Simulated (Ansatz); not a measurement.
**Relaxing a structure of Si2W**

The start is a relaxed Si2W cell displaced along its unstable phonon at q = (½, 0, 0) of its primitive reciprocal cell (58i cm⁻¹), largest move 0.15 Å. A full variable-cell relaxation at zero pressure is run with PBE (plane waves to 420 eV, PAW, scalar-relativistic; Ansatz, a program for electronic structure). First-step values are on the input's coarse k-mesh.

Ansatz input (later rounds restart from its end on a renewed k-mesh):
Ansatz 0.2 input:
```yaml
crystal:
  lattice:
    - [12.5515559666, 0, 0]
    - [0, 6.2757779833, 0]
    - [0, 0, 2.7468031616]
  atoms:
    - { symbol: W, position: [0.0001378103, 0.5, 0.3714903886] }
    - { symbol: W, position: [0.4998621897, 0.5, 0.3850732718] }
    - { symbol: W, position: [0.2508492255, 0, 0.6206160706] }
    - { symbol: W, position: [0.7491507745, 0, 0.622820269] }
    - { symbol: Si, position: [0.1162225863, 0.7650238427, -0.0139706912] }
    - { symbol: Si, position: [0.6337774137, 0.7349761573, 0.0139706912] }
    - { symbol: Si, position: [0.3686735981, 0.7391714269, 0.0100695045] }
    - { symbol: Si, position: [0.8813264019, 0.7608285731, -0.0100695045] }
    - { symbol: Si, position: [0.1162225863, 0.2349761573, -0.0139706912] }
    - { symbol: Si, position: [0.6337774137, 0.2650238427, 0.0139706912] }
    - { symbol: Si, position: [0.3686735981, 0.2608285731, 0.0100695045] }
    - { symbol: Si, position: [0.8813264019, 0.2391714269, -0.0100695045] }
basis: { ecutwfc: 420, ecutrho_ratio: 4, xc_grid: 2, fft_grid_basis: typed }
kpoints: { mp_grid: { grid: [3, 5, 12] } }
hamiltonian:
  xc: pbe
  dispersion: none
  pseudopotentials: { azcp: { folder: ./paw }, kind: paw }
scf: { occupations: { method: fermi_dirac, width: 0.05 } }
relax: { f_tol: 0.01, max_steps: 100, cell: { stress_tol: 0.02 } }
output: { forces: true, stress: true }
```

Problem. What is the largest force in the starting geometry, and on which atom (counted from 1)?

Solution. 0.24 eV/Å, on Si5, Si9 (atoms numbered as listed).

Problem. How much energy is released per atom?

Solution. 0.02 eV/atom.

Problem. How do the shortest distances between atoms change?

Solution. The closest pairs of elements (up to four, under 3.6 Å), start → end: Si–W 2.45 → 2.44 Å; Si–Si 2.75 → 2.58 Å; W–W 2.75 → 2.73 Å.

Problem. Is the relaxed structure metallic? Give its gap.

Solution. No gap (metallic).

Problem. Write out the relaxed structure.

Solution. 
```cif
data_Si8W4
_chemical_formula_sum 'W4 Si8'
_space_group_name_H-M_alt 'Pmm2'
_space_group_IT_number 25
_space_group_name_Hall 'P 2 -2'
_cell_length_a 6.22189
_cell_length_b 12.53712
_cell_length_c 2.72926
_cell_angle_alpha 90.000
_cell_angle_beta 90.000
_cell_angle_gamma 90.000
loop_
_atom_site_label
_atom_site_type_symbol
_atom_site_symmetry_multiplicity
_atom_site_Wyckoff_symbol
_atom_site_fract_x
_atom_site_fract_y
_atom_site_fract_z
_atom_site_occupancy
W1 W 1 c 0.50000 0.00000 0.59024 1
W2 W 1 d 0.50000 0.50000 0.61662 1
W3 W 2 g 0.00000 0.25025 0.39259 1
Si1 Si 4 i 0.21167 0.10291 0.00894 1
Si2 Si 4 i 0.25076 0.37194 0.99312 1
```

Final values are on a 8×4×17 k-mesh of the relaxed cell. No spin polarisation in the result.

The run could not lose the symmetry of its start: the end is stationary, and may be a saddle point rather than a minimum.

The relaxed structure here is a generated cell of Si2W: the first start was made by placing the elements on the sites of a structure type, and the end was not matched to a known phase here, so it may be hypothetical. Known forms of Si2W include space group No. 139.
